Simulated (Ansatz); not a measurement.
All numbers below come from DFT PBE, scalar-relativistic, plane waves, PAW in Ansatz 0.2.0. All cells share a 420 eV cutoff and Γ-centred k meshes spaced at most about 0.3 Å⁻¹ (about 0.25 or finer for metals, 2π included). No spin polarisation in the final relaxations.

These are static total energies at zero pressure.

Two relaxed structures of Y₃NbO₂:

A. Space group P-3m1 (No. 164), trigonal, a = 3.913 Å, c = 9.235 Å. Y on a site of symmetry 3m has 3 O at 2.27 Å, 3 Nb at 3.05 Å, 3 Y at 3.43 Å and 6 Y at 3.91 Å; Y on a site of symmetry -3m has 2 O at 2.36 Å, 6 Y at 3.43 Å and 6 Y at 3.91 Å; Nb is surrounded by 2 O at 2.26 Å and 6 Y at 3.05 Å; around O lie 1 Nb at 2.26 Å and 4 Y at 2.27–2.36 Å.

B. Space group P4/mmm (No. 123), tetragonal, a = 3.009 Å, c = 11.193 Å. Around Y on a site of symmetry 4mm lie 4 O at 2.77 Å, 5 Y at 3.01–3.14 Å and 4 Nb at 3.25 Å; around Y on a site of symmetry 4/mmm lie 8 O at 2.53 Å and 6 Y at 3.01–3.14 Å; Nb has 4 Nb at 3.01 Å and 8 Y at 3.25 Å; O is surrounded by 4 Y at 2.53 Å, 1 O at 2.74 Å, 4 Y at 2.77 Å and 4 O at 3.01 Å.

Problem. Which is lower in energy, and by how much?

Solution. A is lower, by 241 meV/atom. A has space group P-3m1 (No. 164), 20.4 Å³/atom and no gap on its mesh; B has space group P4/mmm (No. 123), 16.9 Å³/atom and no gap. Counting O atoms around Nb and Y (those within 1.25 times the shortest such distance or 1.15 times the sum of covalent radii, 1.27 where that leaves under three; a plus sign parts nearer from farther groups; the shortest distance is added where it exceeds 1.18 times the sum of covalent radii; a slash parts the counts of unlike sites), A has Y 2/3, Nb 2 and B has Y 4/8, Nb 2+8 from 4.2 Å. The lower one is the more open, so pressure narrows the difference. Both come from invented guesses.

A magnetic state wasn't ruled out in cells without spin, among them P-3m1, P4/mmm. Cells relaxed within their symmetry can be saddle points.
